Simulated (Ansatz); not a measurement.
TiH₂:
```cif
data_H2Ti
_chemical_formula_sum 'H2 Ti1'
_space_group_name_H-M_alt 'P 1'
_space_group_IT_number 1
_cell_length_a 3.07435
_cell_length_b 3.07435
_cell_length_c 3.07435
_cell_angle_alpha 117.346
_cell_angle_beta 117.346
_cell_angle_gamma 94.663
loop_
_space_group_symop_operation_xyz
  'x, y, z'
loop_
_atom_site_label
_atom_site_type_symbol
_atom_site_fract_x
_atom_site_fract_y
_atom_site_fract_z
_atom_site_occupancy
H1 H 0.75000 0.25000 0.50000 1
H2 H 0.25000 0.75000 0.50000 1
Ti1 Ti 0.00000 0.00000 0.00000 1
```

Relaxed with r²SCAN.

Q: Tabulate the valence density and the electron localisation function along the shortest Ti–Ti contact (3.07 Å), r²SCAN in the plane-wave PAW code Ansatz.

A: 

```tsv
distance from Ti (Å)	density (e/Å³)	ELF
0.31	8.65	0.30
0.46	6.16	0.60
0.61	3.32	0.66
0.77	1.34	0.49
0.92	0.52	0.21
1.08	0.29	0.11
1.23	0.23	0.14
1.38	0.21	0.22
1.54	0.21	0.25
1.69	0.21	0.22
1.84	0.23	0.14
2.00	0.29	0.11
2.15	0.52	0.21
2.31	1.34	0.49
2.46	3.32	0.66
2.61	6.16	0.60
2.77	8.65	0.30
```

The density is the valence pseudo-density with augmentation charge, so density and ELF within about 1 Å of a nucleus are not all-electron values.

Space group I4/mmm. The workflow started from an entry of the Crystallography Open Database (COD), which files this formula under 2 space groups. Its standing as an ambient phase is unchecked. The cell was relaxed with r²SCAN under the symmetry of its start; its stability against distortions is not shown here. The run is not spin-polarised.

Potentials: the later of the program's two PAW sets.
